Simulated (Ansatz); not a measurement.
Method: DFT PBE, scalar-relativistic, plane waves, PAW (Ansatz 0.2.0). All cells share a 420 eV cutoff and Γ-centred k meshes spaced at most about 0.3 Å⁻¹ (about 0.25 or finer for metals, 2π included). No spin polarisation in the final relaxations.

These are static total energies at zero pressure.

Compare these two cells of Si₄PI, each relaxed at this level.

A.

Space group P-6m2 (No. 187). a = 6.214 Å, b = 6.214 Å, c = 3.450 Å, α = 90.00°, β = 90.00°, γ = 120.00°
```csv
atom,site,symmetry,x,y,z
Si,1c,-6m2,0.3333,0.6667,0.0000
Si,3k,mm2,0.6702,0.8351,0.5000
P,1a,-6m2,0.0000,0.0000,0.0000
I,1e,-6m2,0.6667,0.3333,0.0000
```

B.

Space group F-43m (No. 216). a = 7.605 Å, b = 7.605 Å, c = 7.605 Å, α = 90.00°, β = 90.00°, γ = 90.00°
```json
{"atom": "Si", "site": "16e", "symmetry": ".3m", "x": "0.6266", "y": "0.1266", "z": "0.1266"}
{"atom": "P", "site": "4a", "symmetry": "-43m", "x": "0.0000", "y": "0.0000", "z": "0.0000"}
{"atom": "I", "site": "4c", "symmetry": "-43m", "x": "0.2500", "y": "0.2500", "z": "0.2500"}
```

Question: Which is lower in energy, and by how much?

Answer: A is lower, by 0.39 eV/atom. A has space group P-6m2 (No. 187), 19.2 Å³/atom and no gap on its mesh; B has space group F-43m (No. 216), 18.3 Å³/atom and no gap. Counting P or Si atoms around I (for each partner element, those within 1.25 times its shortest distance or 1.15 times the sum of covalent radii, where it is the nearest in units of that sum or under 1.3; the shortest distance is added where it exceeds 1.18 times the sum of covalent radii), A has I 15 from 3.6 Å and B has I 12 from 3.2 Å. A holds Si–Si chains (shortest 2.50 Å); in B the shortest Si–Si distance is 2.65 Å, near bonding range too. The lower one is the more open, so pressure narrows the difference. Even the lower one lies +0.49 eV/atom against the reference forms of the elements (uncorrected), so neither is stable at this level. In A, around Si on a site of symmetry -6m2 lie 6 Si at 2.50 Å, 2 Si at 3.45 Å, 3 I at 3.59 Å and 3 P at 3.59 Å; P has 6 Si at 2.47 Å, 2 P at 3.45 Å, 3 I at 3.59 Å and 3 Si at 3.59 Å; I is surrounded by 2 I at 3.45 Å, 15 Si at 3.55–3.59 Å and 3 P at 3.59 Å; 1 more site not described. In B, Si has 6 Si at 2.65–2.72 Å, 3 P at 3.15 Å and 3 I at 3.16 Å; P is surrounded by 12 Si at 3.15 Å and 4 I at 3.29 Å; I has 12 Si at 3.16 Å and 4 P at 3.29 Å. Both come from invented guesses. A third cell relaxed alike, in P4/mmm, lies 59 meV/atom below the lower of the two.

Spin–orbit coupling, which can matter for I, is left out. A magnetic state wasn't ruled out in cells without spin, among them F-43m. Cells relaxed within their symmetry can be saddle points.
